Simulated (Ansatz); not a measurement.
Ga$_{2}$BiAs:
```yaml
crystal:
  lattice:
    - [4.22694, 0.00000, 0.00000]
    - [0.00000, 4.22694, 0.00000]
    - [0.00000, 0.00000, 6.03236]
  atoms:
    - { symbol: Ga, position: [0.50000, 0.00000, 0.72503] }
    - { symbol: Ga, position: [0.00000, 0.50000, 0.27497] }
    - { symbol: Bi, position: [0.00000, 0.00000, 0.00000] }
    - { symbol: As, position: [0.50000, 0.50000, 0.50000] }
```

Relaxed with PBEsol. Special points in fractions of this cell's reciprocal vectors: Γ (0.000, 0.000, 0.000); X (0.000, 0.500, 0.000); M (0.500, 0.500, 0.000); Z (0.000, 0.000, 0.500); R (0.000, 0.500, 0.500); A (0.500, 0.500, 0.500).

List the band energies nearest the Fermi level at these points for DFT-PBEsol in the program Ansatz with PAW potentials.

In eV from the Fermi level; about four levels below and three above (degenerate sets whole), none deeper than 8.9 eV; points with the same levels are listed once.

```
k                    below           above
-  -----------------------  --------------
Γ  -2.87 -2.87 -1.06 -0.19  0.07 0.07 0.88
X  -3.43 -3.33 -2.01 -0.62  1.30 2.47 4.29
M  -3.02 -2.72 -2.72 -2.40  0.55 1.01 1.01
Z  -2.41 -2.41 -1.11 -1.11  0.88 1.47 2.43
R  -1.36 -1.24 -0.49 -0.19  0.21 3.58 3.83
A  -3.51 -3.51 -3.38 -3.23  3.64 3.64 4.11
```

Space group P-4m2. The workflow started from a Materials Project entry (that database holds measured and hypothetical structures alike); the Crystallography Open Database copy checked does not list it. Whether it is the stable phase at ambient conditions was not checked. The cell was relaxed with PBEsol under the symmetry of its start; of distortions, only those at the zone centre were tested. A small band overlap can be real or an error of a semilocal functional. The Fermi level of a semimetal is unsure by some 0.05 eV on such meshes. Scalar-relativistic: spin–orbit coupling is off unless named, which matters more the heavier the elements.

Potentials: the later of the program's two PAW sets.
